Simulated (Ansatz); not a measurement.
Ti3AlC2:
```cif
data_C4Al2Ti6
_chemical_formula_sum 'Ti6 Al2 C4'
_space_group_name_H-M_alt 'P63/mmc'
_space_group_IT_number 194
_space_group_name_Hall '-P 6c 2c'
_cell_length_a 3.06970
_cell_length_b 3.06970
_cell_length_c 18.62980
_cell_angle_alpha 90.000
_cell_angle_beta 90.000
_cell_angle_gamma 120.000
loop_
_atom_site_label
_atom_site_type_symbol
_atom_site_symmetry_multiplicity
_atom_site_Wyckoff_symbol
_atom_site_fract_x
_atom_site_fract_y
_atom_site_fract_z
_atom_site_occupancy
Ti1 Ti 4 f 0.66667 0.33333 0.12712 1
Ti2 Ti 2 a 0.00000 0.00000 0.00000 1
Al1 Al 2 b 0.00000 0.00000 0.25000 1
C1 C 4 f 0.33333 0.66667 0.06945 1
```

Relaxed at zero pressure with the program Ansatz at the r²SCAN level (PAW).

The volume is raised by 9 % and shape and atoms relax at that volume. What pressure results, and how do the axes share the change?

-11.8 GPa; a 2.6 %, b 2.6 %, c 3.6 %; the energy rises by 46 meV/atom.

Give the new structure.


Space group P6₃/mmc (No. 194); a = 3.149 Å, b = 3.149 Å, c = 19.295 Å, α = 90.00°, β = 90.00°, γ = 120.00°

```tsv
atom	site	symmetry	x	y	z
Ti	4f	3m.	0.6667	0.3333	0.1236
Ti	2a	-3m.	0.0000	0.0000	0.0000
Al	2b	-6m2	0.0000	0.0000	0.2500
C	4f	3m.	0.3333	0.6667	0.0684
```

The phase is kept; no other phase was compared at this pressure.

Space group P6_3/mmc. The workflow started from a Materials Project entry (that database holds measured and hypothetical structures alike); the Crystallography Open Database files this formula in space group No. 194, but the cells were not matched. Whether it is the stable phase at ambient conditions was not checked. Symmetry was held in the r²SCAN relaxation; its stability against distortions is not shown here. The run is not spin-polarised.

Potentials: the earlier of the program's two PAW sets. The files were generated under PBE; for other functionals the program regenerates the frozen cores, and for LDA and PBEsol the local potential too.
